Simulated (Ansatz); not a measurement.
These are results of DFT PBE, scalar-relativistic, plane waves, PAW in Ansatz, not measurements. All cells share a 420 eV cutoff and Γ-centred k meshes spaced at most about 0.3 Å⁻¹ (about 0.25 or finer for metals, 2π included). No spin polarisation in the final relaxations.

These are static total energies at zero pressure. All come from trial cells, and lower structures may exist.

Task: Which of these relaxed structures of MgBe₂SeO₂ is the lowest in energy?
A.

```
Mg Be Se O
1.0
    -1.73676    1.73676    8.15299
     1.73676   -1.73676    8.15299
     1.73676    1.73676   -8.15299
Mg Be Se O
1 2 1 2
Direct
  0.50000 0.50000 0.00000
  0.24819 0.24819 0.00000
  0.75181 0.75181 0.00000
  0.00000 0.00000 0.00000
  0.25000 0.75000 0.50000
  0.75000 0.25000 0.50000
```

B.

```
Mg Be Se O
1.0
    -1.71766    1.71766    5.97726
     1.71766   -1.71766    5.97726
     1.71766    1.71766   -5.97726
Mg Be Se O
1 2 1 2
Direct
  0.00000 0.00000 0.00000
  0.75000 0.25000 0.50000
  0.25000 0.75000 0.50000
  0.50000 0.50000 0.00000
  0.21268 0.21268 0.00000
  0.78732 0.78732 0.00000
```

C.

```
Mg Be Se O
1.0
     2.39283   -7.72463    0.00000
     2.39283    7.72463    0.00000
     0.00000    0.00000    2.54200
Mg Be Se O
1 2 1 2
Cartesian
  2.3928 0.0000 1.2710
  1.1964 -3.8623 1.2710
  1.1964 3.8623 1.2710
  0.0000 0.0000 0.0000
  2.3928 -3.7556 0.0000
  2.3928 3.7556 0.0000
```

Result: B. It has space group I4/mmm (No. 139); the next, A, with space group I4/mmm (No. 139), lies 82 meV/atom higher. Counting O or Se atoms around Be and Mg (for each partner element, those within 1.25 times its shortest distance or 1.15 times the sum of covalent radii, where it is the nearest in units of that sum or under 1.3; a plus sign parts groups by distance over the sum of covalent radii), the lowest has Mg 4+2, Be 4 and the next has Mg 4, Be 4.

Weakly bound directions are ill-defined at this level, which has no dispersion term (I4/mmm at 16.4 Å³/atom, Cmmm), and this can change margins and order among such cells. Cells relaxed within their symmetry can be saddle points. Some types were kept out of the candidates beforehand, so the set may lack a known form.
